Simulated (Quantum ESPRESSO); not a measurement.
## Band energies of SnSe$_{2}$ monolayer

```
SnSe2
1.0
    3.80638     0.00000     0.00000
   -1.90319     3.29642     0.00000
    0.00000     0.00000    16.20000
Se Sn
2 1
Direct
  0.33333   0.66667   0.09777
  0.66667   0.33333   0.90223
  0.00000   0.00000   0.00000
```

PBEsol (pw.x of Quantum ESPRESSO, ONCV potentials, with spin-orbit coupling); path ΓMKΓ; energies in eV from the valence-band maximum.

```
k (1/Å)  point  band 46  band 47  band 48  band 49  band 50  band 51  band 52  band 53
-------  -----  -------  -------  -------  -------  -------  -------  -------  -------
0.00         Γ     0.00     1.57     1.57     2.93     2.93     4.34     4.34     4.76
0.11              -0.05     1.79     1.79     3.16     3.16     4.33     4.33     4.75
0.32              -0.06     2.22     2.22     3.74     3.74     4.86     4.86     5.18
0.53              -0.19     1.60     1.60     4.05     4.05     5.38     5.38     5.63
0.74              -0.33     0.94     0.94     4.02     4.02     5.22     5.22     5.72
0.95         M    -0.38     0.71     0.71     3.94     3.94     5.30     5.30     5.48
1.17              -0.72     1.32     1.32     4.73     4.73     5.29     5.29     5.54
1.39              -0.83     1.77     1.77     5.03     5.03     5.29     5.29     6.44
1.50         K    -0.92     1.78     1.78     5.09     5.09     5.26     5.26     6.59
1.60              -0.80     1.79     1.79     4.98     4.98     5.34     5.34     6.52
1.80              -0.57     1.92     1.92     4.66     4.66     5.50     5.50     6.13
2.00              -0.53     2.12     2.12     4.60     4.60     5.22     5.22     5.66
2.20              -0.54     2.30     2.30     4.29     4.29     4.63     4.63     5.45
2.40              -0.18     2.11     2.11     3.58     3.58     4.29     4.29     4.90
2.60         Γ     0.00     1.57     1.57     2.93     2.93     4.34     4.34     4.76
```

The PBEsol gap is indirect, 0.71 eV, from Γ to M; the smallest direct gap is 1.09 eV. The valence-band maximum lies 5.94 eV below the vacuum level.

Geometry relaxed with PBEsol.
